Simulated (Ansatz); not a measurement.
Lu (hcp (Mg type)) was relaxed and computed twice in Ansatz (plane waves, PAW), once with LDA and once with PBE+D3(BJ).

```csv
,run 1,run 2
cell,"a = 3.4560 Å, b = 3.4560 Å, c = 5.3779 Å, α = 90.00°, β = 90.00°, γ = 120.00°","a = 3.382 Å, b = 3.382 Å, c = 5.239 Å, α = 90.00°, β = 90.00°, γ = 120.00°"
```

**Question.** Which run used which functional?

**Answer.** Run 1 is PBE+D3(BJ), run 2 is LDA.

All cells were relaxed under the symmetry of their starts (and spin orders); stability against distortions was not tested throughout. Spin–orbit coupling is left out wherever it is not named.

Potentials: the earlier of the program's two PAW sets.

Ansatz (an electronic-structure program) is a plane-wave DFT program.
